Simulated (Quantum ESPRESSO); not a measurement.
```
CELL_PARAMETERS angstrom
      0.00000     4.48975     4.48975
      4.48975     0.00000     4.48975
      4.48975     4.48975     0.00000
ATOMIC_POSITIONS crystal
  F  0.78850 0.21150 0.21150
  F  0.21150 0.78850 0.78850
  F  0.21150 0.78850 0.21150
  F  0.78850 0.21150 0.78850
  F  0.21150 0.21150 0.78850
  F  0.78850 0.78850 0.21150
  Ga 0.00000 0.00000 0.00000
  Tl 0.25000 0.25000 0.25000
  Tl 0.75000 0.75000 0.75000
  Tl 0.50000 0.50000 0.50000
```

The geometry is that of Materials Project entry mp-1205554, symmetrised and not relaxed again.

**Question.** What does LDA (pw.x of Quantum ESPRESSO, ONCV potentials, scalar-relativistic) give for the electronic structure near the Fermi level?

**Answer.** The LDA gap is 3.11 eV and nearly direct: the edges lie at X and W, the smallest direct gap within 0.02 eV of it. Another valence extremum on the path lies within 0.02 eV, too close to call. Spin-orbit coupling is left out; with 6p states at a band edge it can lower the gap by many tenths of an eV, most of a small gap.

The structure is a Materials Project entry; no match was found in the copy of COD used, and its stability was not checked.
